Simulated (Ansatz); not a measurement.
RuSe$_{2}$:
```
CELL_PARAMETERS angstrom
      5.97084     0.00000     0.00000
      0.00000     5.97084     0.00000
      0.00000     0.00000     5.97084
ATOMIC_POSITIONS crystal
  Ru 0.00000 0.50000 0.50000
  Ru 0.50000 0.50000 0.00000
  Ru 0.50000 0.00000 0.50000
  Ru 0.00000 0.00000 0.00000
  Se 0.38029 0.11971 0.88029
  Se 0.61971 0.88029 0.11971
  Se 0.11971 0.88029 0.38029
  Se 0.88029 0.11971 0.61971
  Se 0.88029 0.38029 0.11971
  Se 0.11971 0.61971 0.88029
  Se 0.61971 0.61971 0.61971
  Se 0.38029 0.38029 0.38029
```

Relaxed with r²SCAN.

Map the valence electron density (e/Å³), cut off at 2 on the plane through (0.000, 0.500, 0.500) spanned by u = [1, 0, 0] and v = [0, 1, 1] in lattice vectors, from r²SCAN in the plane-wave PAW code Ansatz.

x is the fraction of u, y of v (the angle between them is 90°; rows are the nearest grid lines); atoms in the plane: Ru at (0.00, 0.00), Ru at (0.00, 0.50), Se at (0.62, 0.12), Se at (0.38, 0.88).
```
y \ x   0.000  0.100  0.167  0.267  0.367  0.467  0.533  0.633  0.733  0.833  0.900   1.00
------  -----  -----  -----  -----  -----  -----  -----  -----  -----  -----  -----  -----
1.00     2.00   2.00  0.683  0.376  0.513  0.573  0.573  0.513  0.376  0.683   2.00   2.00
0.925    2.00   1.22  0.502   1.25   2.00   2.00  0.550  0.137  0.112  0.361   1.33   2.00
0.850   0.319  0.221  0.292   1.41   2.00   2.00  0.563  0.098  0.086  0.224  0.320  0.319
0.775   0.213  0.089  0.096  0.295  0.647  0.486  0.232  0.075  0.113  0.289  0.354  0.213
0.700   0.222  0.092  0.059  0.065  0.106  0.102  0.076  0.057  0.107  0.267  0.333  0.222
0.625   0.550  0.321  0.161  0.102  0.117  0.126  0.125  0.118  0.126  0.233  0.375  0.550
0.550    2.00   2.00  0.509  0.295  0.386  0.423  0.423  0.385  0.295  0.511   2.00   2.00
0.450    2.00   2.00  0.511  0.295  0.385  0.423  0.423  0.386  0.295  0.509   2.00   2.00
0.375   0.550  0.375  0.233  0.126  0.118  0.125  0.126  0.117  0.102  0.161  0.321  0.550
0.300   0.222  0.333  0.267  0.107  0.057  0.076  0.102  0.106  0.065  0.059  0.092  0.222
0.225   0.213  0.354  0.289  0.113  0.075  0.232  0.486  0.647  0.295  0.096  0.089  0.213
0.150   0.319  0.320  0.224  0.086  0.098  0.563   2.00   2.00   1.41  0.292  0.221  0.319
0.0750   2.00   1.33  0.361  0.112  0.137  0.550   2.00   2.00   1.25  0.502   1.22   2.00
0.000    2.00   2.00  0.683  0.376  0.513  0.573  0.573  0.513  0.376  0.683   2.00   2.00
```

The density is the valence pseudo-density with augmentation charge, so density and ELF within about 1 Å of a nucleus are not all-electron values.

Space group Pa-3. The first step of the workflow began from a Materials Project structure, measured or hypothetical; the Crystallography Open Database files this formula in space group No. 205, but the cells were not matched. Whether it is the stable phase at ambient conditions was not checked. Symmetry was held in the r²SCAN relaxation; whether a distortion lowers the energy is not shown. The run is not spin-polarised.

Potentials: the later of the program's two PAW sets.
